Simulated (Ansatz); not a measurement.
Consider the following.

K2S:
```cif
data_K2S
_chemical_formula_sum 'K2 S1'
_space_group_name_H-M_alt 'P 1'
_space_group_IT_number 1
_cell_length_a 5.27651
_cell_length_b 5.27651
_cell_length_c 5.27651
_cell_angle_alpha 60.000
_cell_angle_beta 60.000
_cell_angle_gamma 60.000
loop_
_space_group_symop_operation_xyz
  'x, y, z'
loop_
_atom_site_label
_atom_site_type_symbol
_atom_site_fract_x
_atom_site_fract_y
_atom_site_fract_z
_atom_site_occupancy
K1 K 0.25000 0.25000 0.25000 1
K2 K 0.75000 0.75000 0.75000 1
S1 S 0.00000 0.00000 0.00000 1
```

This is the PBE-relaxed structure.

### Question
All from PBE (plane waves, PAW; program Ansatz), unless another level is named. Give the HSE06 gap on the PBE cell.

### Answer
3.24 eV.

### Question
Next, the electron effective mass?

### Answer
0.36 mₑ (isotropic).

### Question
What about the valence-band maximum?

### Answer
at X.

### Question
And the conduction-band minimum?

### Answer
at Γ.

Space group Fm-3m (anti-fluorite). The cell was relaxed with PBE under the symmetry of its start; phonons on a q-mesh show no instability.

Potentials: the later of the program's two PAW sets.
